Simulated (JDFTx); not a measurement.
```json
{
  "surface": "Ta(100)",
  "bulk": "Ta, Im-3m, lattice of mp-50 (not re-optimised)",
  "slab": "6 atoms in 6 planes, 1x1, 8.0 Å between the outermost planes",
  "in-plane cell": "3.310 × 3.310 Å, 10.96 Å²",
  "cell_height": "24.3 Å",
  "sampling": "6×6×1 k mesh, Fermi smearing 0.01 Ha, no spin polarisation"
}
```

Computed with a modified build of JDFTx: PBE, GBRV ultrasoft potentials, plane waves to 20/100 Ha. Liquid: CANDLE, water, 1 M KF. Between zero charge and 0.52 V from it the run gives σ = 21.3 μC/cm², a mean capacitance of 40.8 μF/cm². The liquid has ε = 78.4, a 1:1 salt at 1 M with linear (Debye) response, and T = 298 K.

A calculation by hand: the Debye length, the diffuse-layer capacitance, and the inner capacitance that is left when the two stand in series.

Each ion has density c = 1 × 6.022×10⁻⁴ = 6.022e-04 Å⁻³. λ² = ε kT / (8π (e²/4πε₀) c) with kT = 0.02568 eV and e²/4πε₀ = 14.40 eV Å gives λ = 3.04 Å; the log prints 3.04 Å. C_diffuse = ε₀ε/λ = 228 μF/cm². Then 1/C_inner = 1/40.8 − 1/228, so C_inner = 49.7 μF/cm², which equals a vacuum gap of ε₀/C_inner = 0.18 Å. The diffuse layer takes 18 % of the potential drop; the rest lies between the electrode's charge and the onset of the dielectric, with the electrode's own (quantum) capacitance in it. The split is a model: in the calculation solvent and ions share one smooth cavity.
